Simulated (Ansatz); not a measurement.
Total density of states per atom from r²SCAN in the plane-wave PAW code Ansatz, in 0.25 eV bins, energy from the Fermi level:

```
E (eV) | states/eV/atom
    -7.85 | ###################### 0.74
    -7.60 | ############# 0.43
    -7.35 | ##### 0.18
    -7.10 | ## 0.08
    -6.85 | # 0.05
    -6.60 | # 0.02
    -6.35 |  0.00
    -6.10 |  0.00
    -5.85 |  0.00
    -5.60 |  0.00
    -5.35 |  0.00
    -5.10 |  0.00
    -4.85 |  0.00
    -4.60 |  0.00
    -4.35 | ########## 0.34
    -4.10 | ################### 0.64
    -3.85 | #################### 0.69
    -3.60 | ###################### 0.74
    -3.35 | ################### 0.66
    -3.10 | #################### 0.69
    -2.85 | ####################### 0.77
    -2.60 | ########################### 0.92
    -2.35 | ############################## 1.02
    -2.10 | ########################### 0.92
    -1.85 | ############################ 0.94
    -1.60 | ########################### 0.92
    -1.35 | ##################### 0.72
    -1.10 | ################ 0.53
    -0.85 | ################### 0.66
    -0.60 | ################### 0.63
    -0.35 | ##### 0.15
    -0.10 | ## 0.07
     0.15 | # 0.04
     0.40 | ## 0.05
     0.65 | ## 0.07
     0.90 | ## 0.08
     1.15 | ### 0.10
     1.40 | ###### 0.20
     1.65 | ############ 0.41
     1.90 | ################## 0.61
     2.15 | ########################## 0.89
     2.40 | ###################### 0.74
     2.65 | ############### 0.49
     2.90 | ###### 0.21
     3.15 | ################# 0.59
     3.40 | #################### 0.69
     3.65 | ##################### 0.72
     3.90 | ###################### 0.74
     4.15 | ############################## 1.02
     4.40 | ########################### 0.92
     4.65 | ######################## 0.82
```

**Question.** Which of these materials gives this?
A. CaPb, L1₀ or tetragonal B2
B. PbS, P-6m2 (Pb on 1a, S on 1f)
C. MgS, wurtzite
D. TePb, rock salt

**Answer.** B, PbS, P-6m2 (Pb on 1a, S on 1f). Within 0.5 eV of the Fermi level: S 3p 56 %, Pb 6p 28 %, Pb 6s 14 %. Projections are on Löwdin-orthogonalised atomic valence shells; empty p or d shells of many metals are not among them.

The first step of the workflow began from a Materials Project structure, measured or hypothetical; the Crystallography Open Database copy checked does not list it. It is not the phase usual at ambient conditions (space group No. 225). The cell was relaxed with r²SCAN under the symmetry of its start; its stability against distortions is not shown here. Spin–orbit coupling is left out wherever it is not named.

Potentials: the later of the program's two PAW sets.
